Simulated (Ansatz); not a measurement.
Sb2W:
```xyz
6
Lattice="1.7063 -6.4878 0.0000 1.7063 6.4878 0.0000 0.0000 0.0000 6.0128" Properties=species:S:1:pos:R:3 pbc="T T T"
W      1.7063    -5.1856     3.0027
W      1.7063     5.1856     6.0090
Sb     1.7063    -0.7805     2.1686
Sb     1.7063     0.7805     5.1750
Sb     1.7063     2.7059     1.2925
Sb     1.7063    -2.7059     4.2989
```

Relaxed with PBE. Special points in fractions of this cell's reciprocal vectors: Γ (0.000, 0.000, 0.000); Y (-0.500, 0.500, 0.000); C0 (-0.267, 0.733, 0.000); Σ0 (0.267, 0.267, 0.000); Z (0.000, 0.000, 0.500); A0 (0.267, 0.267, 0.500); E0 (-0.267, 0.733, 0.500); T (-0.500, 0.500, 0.500); S (0.000, 0.500, 0.000); R (0.000, 0.500, 0.500).

Question: List the band energies nearest the Fermi level at these points for plane-wave PAW PBE (Ansatz code).

Answer: In eV from the Fermi level; about four levels below and three above (degenerate sets whole), none deeper than 8.9 eV; points with the same levels are listed once.

```tsv
k	below	above
Γ	-1.06 -1.03 -0.95 -0.25	0.18 0.37 1.89
Y	-1.22 -0.25 -0.15 -0.14	0.10 0.48 0.49
C0	-2.65 -1.75 -1.28 -0.05	1.11 1.29 1.30
Z	-1.59 -1.59 -0.76 -0.76	0.08 0.08 0.11 0.11
A0	-2.09 -2.09 -0.87 -0.87	1.30 1.30 1.73 1.73
T	-0.42 -0.42 0.00 0.00	2.28 2.28 3.03 3.03
S	-2.50 -2.42 -0.95 -0.08	0.73 1.40 1.85
R	-2.00 -2.00 -0.71 -0.71	0.94 0.94 2.00 2.00
```

Space group Cmc2_1. The start of the workflow was typed in or built on a structure type; neither database checked (COD, Materials Project) lists it. Its standing as an ambient phase is unchecked. The PBE relaxation kept the symmetry of its start; whether a distortion lowers the energy is not shown. The run is not spin-polarised. The volume moved by -18 % from the start of the relaxation. Its formation energy is positive at this level, so the cell may be metastable or incomplete. Spin–orbit coupling is left out wherever it is not named.

Potentials: the later of the program's two PAW sets.
